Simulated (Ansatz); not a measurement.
Task: Each is relaxed and computed with PBE (plane waves, PAW; program Ansatz). Which is the only metal?
A) IrC, zinc blende
B) TePb, zinc blende
C) SnC, wurtzite
D) SiC, wurtzite

Result: A, IrC, zinc blende. IrC: metal; SnC: gap 0.80 eV (direct); SiC: gap 2.31 eV (indirect); TePb: gap 0.64 eV (indirect). Typed or built starts, not in the databases checked: IrC, zinc blende; SnC, wurtzite; TePb, zinc blende. Not the usual ambient phase: TePb, zinc blende. All cells were relaxed under the symmetry of their starts (and spin orders); stability against distortions was not tested throughout. Named crystals with no word on spin ran without spin polarisation. Spin–orbit coupling is left out wherever it is not named.

Potentials: the earlier of the program's two PAW sets.
